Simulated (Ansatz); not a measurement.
## Two states of GdSiRu

```
Ru Si Gd
1.0
     4.21771    0.00000    0.00000
     0.00000    4.21771    0.00000
     0.00000    0.00000    6.65657
Ru Si Gd
2 2 2
Direct
  0.75000 0.25000 0.00000
  0.25000 0.75000 0.00000
  0.25000 0.25000 0.17500
  0.75000 0.75000 0.82500
  0.25000 0.25000 0.67900
  0.75000 0.75000 0.32100
```

Method: r2SCAN; PAW, plane waves to 500 eV, 6×6×4 Γ-centred mesh, fermi-dirac occupations (width 0.1 eV) (Ansatz 0.2.0), atoms fixed.

State A: Gd5 up, Gd6 down (collinear spin). State B: Gd5 down, Gd6 down (collinear spin).

Question: Compare the two self-consistent states.

Answer: State B is lower by 26.2 meV an atom at zero smearing; in free energy at this smearing B lies -24.1 meV an atom from A.

```csv
state,free energy (meV/atom),largest moment in a small sphere (μB),net moment (μB/cell),gap on mesh (eV),pressure (GPa),largest force (eV/Å)
A,24.1,7.07,0.00,metal,-0.2,0.54
B,0.0,7.21,15.30,metal,-0.2,0.38
```

Origin: a database entry at a rescaled volume. Caveats: f shells without a U or exact exchange are poorly placed.
